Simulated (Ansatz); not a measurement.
Hcp Ti (10-10), 2 layers, DFT, LDA, all-electron LAPW, scalar-relativistic (Ansatz 0.2.0), on 1 thread of Intel(R) Xeon(R) Platinum 8488C (Sapphire Rapids) (shared host).

Command: `ansatz run input.yaml --threads 1 --pin off --max-ram 3584MiB --backend cpu --events-out ev --progress --plain --runs-dir out`

```yaml
crystal:
  lattice:
    - [2.8639314136, 0.0, 0.0]
    - [0.0, 4.5350255008, 0.0]
    - [0.0, 0.0, 16.8267]
  atoms:
    - { symbol: Ti, position: [0.75, 0.75, 0.4754335139] }
    - { symbol: Ti, position: [0.25, 0.25, 0.5245664861] }
kpoints:
  mp_grid: { grid: [14, 9, 1] }
scf:
  occupations: { method: fermi_dirac, width: 0.05 }
hamiltonian:
  xc: lda
  pseudopotentials: { kind: all_electron, lapw: { basis_error: 0.001 } }
output:
  forces: true
  stress: true
  eigenvalues: true
  populations: true
  dos: { projected: true, de: 0.2, e_range: [-14, 8] }
efield:
  axis: 3
  amplitude: 0
  dipole_correction: true
```

Problem. How large is the problem that the program sets up?

Solution. 40 irreducible k-points, 1577 plane waves at Γ, 16 bands.

Problem. About how long does it take, and how much memory?

Solution. 40 s of wall time for 9 SCF iterations, with a peak of 0.84 GiB. Times on shared machines scatter by tens of per cent.
